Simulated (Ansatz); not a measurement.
Given:

CuAu₃:
```
CELL_PARAMETERS angstrom
     -1.98310     1.98310     3.99890
      1.98310    -1.98310     3.99890
      1.98310     1.98310    -3.99890
ATOMIC_POSITIONS crystal
  Cu 0.00000 0.00000 0.00000
  Au 0.75000 0.25000 0.50000
  Au 0.25000 0.75000 0.50000
  Au 0.50000 0.50000 0.00000
```

This is the PBEsol-relaxed structure.

Problem. All from plane-wave PAW PBEsol (Ansatz code), unless another level is named. Estimate the formation energy from the elements (no fitted shifts).

Solution. -0.017 eV/atom.

Problem. What about the density of states at the Fermi level?

Solution. 0.27 states/eV per atom (mean over ±0.08 eV).

Space group I4/mmm. The workflow started from a Materials Project entry (that database holds measured and hypothetical structures alike); the Crystallography Open Database copy checked does not list it. COD files the formula under space group No. 221. Its standing as an ambient phase is unchecked. Symmetry was held in the PBEsol relaxation; its stability against distortions is not shown here. The run is not spin-polarised. The references are the lowest solids computed at this level, not always the standard phases. Scalar-relativistic: spin–orbit coupling is off unless named, which matters more the heavier the elements.

Potentials: the later of the program's two PAW sets.
